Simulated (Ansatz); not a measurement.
Here is the system:

OsO₂:
```
CELL_PARAMETERS angstrom
      4.45395     0.00000     0.00000
      0.00000     4.45395     0.00000
      0.00000     0.00000     3.18145
ATOMIC_POSITIONS crystal
  Os 0.00000 0.00000 0.00000
  Os 0.50000 0.50000 0.50000
  O  0.30875 0.30875 0.00000
  O  0.19125 0.80875 0.50000
  O  0.69125 0.69125 0.00000
  O  0.80875 0.19125 0.50000
```

This is the PBEsol-relaxed structure.

Question: All from PBEsol in the plane-wave PAW code Ansatz, unless another level is named. Estimate the electronic character.

Answer: metallic (no gap).

Question: And the density of states at the Fermi level?

Answer: 0.46 states/eV per atom (mean over ±0.08 eV).

Question: Next, the formation energy from the elements (no fitted shifts)?

Answer: -0.94 eV/atom.

Question: Next, the gap with spin–orbit coupling?

Answer: none (metallic).

Space group P4_2/mnm (rutile). The workflow started from an entry of the Crystallography Open Database (COD). Whether it is the stable phase at ambient conditions was not checked. The PBEsol relaxation kept the symmetry of its start; its stability against distortions is not shown here. No spin polarisation was allowed. The references are the lowest solids computed at this level, not always the standard phases (solids in place of the gases). Spin–orbit coupling is left out wherever it is not named.

Potentials: the later of the program's two PAW sets.
